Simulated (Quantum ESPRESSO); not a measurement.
# Kohn-Sham bands of Sr2HN (R-3m)

```xyz
4
Lattice="-1.9068 3.3026 0.0000 -3.8135 0.0000 0.0000 -1.9068 1.1009 6.3023" Properties=species:S:1:pos:R:3 pbc="T T T"
Sr    -1.9068     1.1009     1.7884
Sr     1.9068    -1.1009    -1.7884
H      0.0000     0.0000     0.0000
N     -3.8135     2.2017     3.1511
```

Cell from Materials Project (mp-690794), symmetrised, no further relaxation. Not found in the COD (Crystallography Open Database) copy used; not checked further. Computed values, not measurements, from PBEsol: Quantum ESPRESSO (norm-conserving PseudoDojo potentials, cutoff 68 Ry, no spin polarisation, no spin-orbit coupling) on a Γ-centred 6×6×6 mesh, then Wannier90. Density: 10×10×10 mesh, cold smearing 0.01 Ry.

Energies are relative to the valence-band maximum; weights are on the orthonormalised atomic waves of the pseudopotential files, averaged over the group. 26 electrons a cell are treated as valence.

Into which isolated groups do the bands fall, where do they lie and what are they made of?


```tsv
bands	from (eV)	to (eV)	filling	weight on atomic waves
1–2	-33.65	-33.53	filled	Sr 4s 97 %
3–8	-16.36	-15.40	filled	Sr 4p 97 %
9	-10.39	-10.12	filled	N 2s 83 %, Sr 4p 8 %, Sr 5s 7 %
10	-3.72	-2.39	filled	H 1s 72 %, Sr 5s 19 %
11–13	-1.54	0.00	filled	N 2p 78 %, Sr 5s 7 %
```

The Kohn-Sham gap over both meshes and the path is 1.74 eV.
